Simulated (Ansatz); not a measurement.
**Structures of LiRe3: which is lowest?**

Plane-wave DFT in Ansatz with scalar-relativistic PAW potentials, cutoff 420 eV, Γ-centred meshes chosen by cell and gap, Gaussian smearing with energies taken to zero width. Every cell was relaxed (cell and atoms) in a run of its own, within the symmetry of its start. Functional: PBE.

Relaxed structures (starts from databases or built by putting these elements on another compound's sites):
A. Fm-3m, 4 atoms in the computed cell, a = 6.083 Å; sites (symmetry × multiplicity) Li m-3m × 4, Re -43m × 8 + m-3m × 4; start: built
B. Pm-3m, 4 atoms in the computed cell, a = 3.836 Å; sites (symmetry × multiplicity) Li m-3m × 1, Re 4/mm.m × 3; start: built
C. P6_3/mmc, 8 atoms in the computed cell, a = 5.371 Å, c = 4.474 Å; sites (symmetry × multiplicity) Li -6m2 × 2, Re mm2 × 6; start: built

Problem. Rank them by energy. Could pressure change the order?

Solution.
| structure | group | E − E(lowest) (meV/atom) | V (Å³/atom) | gap on mesh (eV) |
| --- | --- | --- | --- | --- |
| A | Fm-3m | 0.0 | 14.07 | 0.00 |
| C | P6_3/mmc | 87 | 13.97 | 0.00 |
| B | Pm-3m | 222 | 14.11 | 0.00 |

A is lowest, 87 meV/atom under C. The two lowest differ in volume by under 3 %, too little for a first-order estimate of what pressure does to that pair (other pairs aren't weighed here); with rigid cells even 3 % in favour of the higher one would need about 33 GPa. Other structures may lie lower than all of these, and vibrations aren't counted.

Spin-orbit coupling is left out, which matters for the bands of heavy elements.